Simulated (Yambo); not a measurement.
Yambo run on K2BrOH (space group P2_1/m, No. 11). The wavefunctions come from this Quantum ESPRESSO step (LDA, PseudoDojo standard norm-conserving files, scalar-relativistic):

```
&CONTROL
  calculation = 'nscf'
  pseudo_dir = './pseudo'
  outdir = './out'
/
&SYSTEM
  ibrav = 0
  nat = 10
  ntyp = 4
  ecutwfc = 84.0
  ecutrho = 336.0
  occupations = 'fixed'
  force_symmorphic = .true.
  nbnd = 338
/
&ELECTRONS
  conv_thr = 1e-08
  diago_full_acc = .true.
  diago_thr_init = 1e-08
/
ATOMIC_SPECIES
H 1.0080 H.upf
O 15.9990 O.upf
K 39.0983 K.upf
Br 79.9040 Br.upf
CELL_PARAMETERS angstrom
  6.831970000000   0.000000000000   0.000000000000
  0.000000000000   4.317050000000   0.000000000000
 -2.676166000000   0.000000000000   8.166015000000
ATOMIC_POSITIONS crystal
H   0.163820000000   0.250000000000   0.788670000000
H   0.836180000000   0.750000000000   0.211330000000
O   0.314190000000   0.250000000000   0.827190000000
O   0.685810000000   0.750000000000   0.172810000000
K   0.290890000000   0.750000000000   0.035450000000
K   0.709110000000   0.250000000000   0.964550000000
K   0.705770000000   0.250000000000   0.383770000000
K   0.294230000000   0.750000000000   0.616230000000
Br   0.180580000000   0.250000000000   0.300090000000
Br   0.819420000000   0.750000000000   0.699910000000
K_POINTS automatic
2 2 1 0 0 0
```

Yambo input:

```
rim_cut
gw0
dyson
el_el_corr
HF_and_locXC
ppa
em1d
RandQpts= 1000000
RandGvec= 1 Ry
EXXRLvcs= 84 Ry
VXCRLvcs= 336 Ry
Chimod= "HARTREE"
% BndsRnXp
 1 | 337 |
%
NGsBlkXp= 7 Ry
% LongDrXp
 1.0 | 1.0 | 1.0 |
%
PPAPntXp= 27.2114 eV
% GbndRnge
 1 | 337 |
%
GTermKind= "BG"
DysSolver= "n"
ExtendOut
% QPkrange
 1 | 1 | 32 | 33 |
 2 | 2 | 32 | 33 |
 3 | 3 | 32 | 33 |
 4 | 4 | 32 | 33 |
%
```

k points by index: 1 = Γ, 2 = (0, -0.5, 0), 3 = (-0.5, 0, 0), 4 = (-0.5, -0.5, 0).

The o-*.qp file then holds:

```
#    K-point    Band    Eo [eV]    E [eV]    E-Eo [eV]    Vxc [eV]    Vnlxc [eV]    Sc|Eo [eV]    Sc|E [eV]    dSc/dw|Eo [eV]    Re(Z)    Im(Z)
#
    1    32    0.000000    -1.587736    -1.587736    -17.31818    -22.87907    3.545398    3.973154    -7.330007    0.787786    -0.001938
    1    33    3.230904    4.360484    1.129579    -7.686950    -3.426076    -2.962409    -3.131295    -4.068067    0.869943    -0.959766E-3
    2    32    -0.059134    -1.650547    -1.591414    -17.69427    -23.52960    3.798670    4.243919    -7.611768    0.781409    -0.002409
    2    33    5.448020    6.816430    1.368411    -8.278016    -3.708603    -2.989489    -3.201002    -4.205618    0.866134    -0.001178
    3    32    -0.052818    -1.653892    -1.601074    -17.34969    -22.96796    3.583546    4.017187    -7.368926    0.786899    -0.002004
    3    33    4.501471    5.686310    1.184840    -8.312598    -3.933489    -3.009605    -3.194269    -4.240680    0.865169    -0.999009E-3
    4    32    -0.043796    -1.631162    -1.587366    -17.69998    -23.50975    3.779460    4.222403    -7.591658    0.781861    -0.002411
    4    33    5.442887    6.675202    1.232315    -7.886172    -3.491732    -2.974292    -3.162125    -4.147331    0.867745    -0.846883E-3
```
(The two width columns are left out.) Convergence of these settings isn't established.

Spin-orbit coupling is not included.

Geometry of the Materials Project entry, not relaxed at this level.

The structure is a Materials Project entry; no match was found in the copy of COD used, and its stability was not checked.
